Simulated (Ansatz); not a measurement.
Recipe of this trial structure of CdTeSe3: random cell by space group and Wyckoff sites (R3m, No. 160). The dimensions are guesses.

```cif
data_structure
_symmetry_space_group_name_H-M 'P 1'
_symmetry_Int_Tables_number 1
_cell_length_a 5.2354
_cell_length_b 5.2354
_cell_length_c 5.2354
_cell_angle_alpha 86.137
_cell_angle_beta 86.137
_cell_angle_gamma 86.137
_cell_volume 142.57
loop_
_atom_site_label
_atom_site_type_symbol
_atom_site_fract_x
_atom_site_fract_y
_atom_site_fract_z
_atom_site_occupancy
Cd1 Cd 0.45918 0.45918 0.45918 1
Te1 Te 0.85258 0.85258 0.85258 1
Se1 Se 0.35994 0.86222 0.35994 1
Se2 Se 0.35994 0.35994 0.86222 1
Se3 Se 0.86222 0.35994 0.35994 1
```

These are results of DFT PBE, scalar-relativistic, plane waves, PAW in Ansatz, not measurements. Cutoff 420 eV, Gaussian smearing, Γ-centred meshes. Cell and atoms relax first on a coarse mesh and then on a finer one. In between, the cell is made exact in the group found at 0.06 Å. In metals the finer mesh still leaves noise of several meV/atom or more. The steps can't lower the symmetry of their start. No spin polarisation.

A guess keeps its type if space group and coordination stay and the shape of the cell changes little (axis ratios within about 15 %, angles within 6°); the volume may change.

Task: Does it keep its structure type, or change into something else?

Result: It doesn't keep its type. The symmetry goes from R3m (No. 160) to R-3m (No. 166). The volume per atom stays near 28.6 Å³. The shortest distance goes from 2.18 Å (Cd–Se) to 2.84 Å (Cd–Se). Counting neighbours within 15 % of an atom's shortest distance, the start has Cd 3, Se 1, Te 13 and the end Cd 6, Se 8, Te 6. In detail, at the end Cd has 6 Se at 2.84 Å; Te is surrounded by 6 Se at 3.05 Å; Se has 2 Cd at 2.84 Å, 2 Te at 3.05 Å and 4 Se at 3.05 Å.

```
CELL_PARAMETERS angstrom
3.04702 1.75920 4.44991
-3.04702 1.75920 4.44991
0.00000 -3.51839 4.44991
ATOMIC_POSITIONS crystal
Cd 0.00000 0.00000 0.00000
Te 0.50000 0.50000 0.50000
Se 0.00000 0.50000 0.00000
Se 0.00000 0.00000 0.50000
Se 0.50000 0.00000 0.00000
```

The last run used a 12×12×12 mesh for its 5-atom cell and Gaussian smearing of 0.10 eV. The end has R3m (No. 160) at a tolerance of 0.01 Å; the cell shown is made exact in the group found at 0.05 Å. These runs have no spin–orbit coupling, which can matter for Te. A structure relaxed within its symmetry needn't be a true minimum. Another cell of CdTeSe3 relaxed alike, in P4mm, lies 192 meV/atom lower, so this cell isn't the stable form at this level.
